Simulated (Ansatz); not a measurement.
A: CdSe (zinc blende), a = 6.196 Å, b = 6.196 Å, c = 6.196 Å, α = 90.00°, β = 90.00°, γ = 90.00°
B: Ni (fcc, Cu type), a = b = c = 3.5188 Å, α = β = γ = 90.00°
C: BAs (zinc blende), a = b = c = 4.809 Å, α = β = γ = 90.00°
D: Mg₂Si (antifluorite type, space group Fm-3m), a = 6.364 Å, b = 6.364 Å, c = 6.364 Å, α = 90.00°, β = 90.00°, γ = 90.00°
E: InAs (zinc blende), a = b = c = 6.187 Å, α = β = γ = 90.00°

Scan: energy over volume and axial ratio (atoms clamped). All come from one method, each on a k mesh of its own. All were relaxed with their symmetry unable to fall. At this level the bands of InAs touch or barely overlap; measurements give the solid a gap. Relaxed Ni ends ferromagnetic. The PAW data are Ansatz's earlier set. Other magnetic orders were not checked, so this need not be the ground state. (This holds for the magnetic or f-shell members.)

### Question
Put the candidates in order of shear modulus C′ = (C11 − C12)/2 (fitted), highest first, for PBE (plane waves to 420 eV, PAW, scalar-relativistic; Ansatz, a program for electronic structure).

### Answer
C (102 GPa), B (62 GPa), D (46 GPa), E (16 GPa), A (9 GPa)

(A scan under strain: stresses follow from slopes of the energy per volume, elastic moduli from its curvatures.)
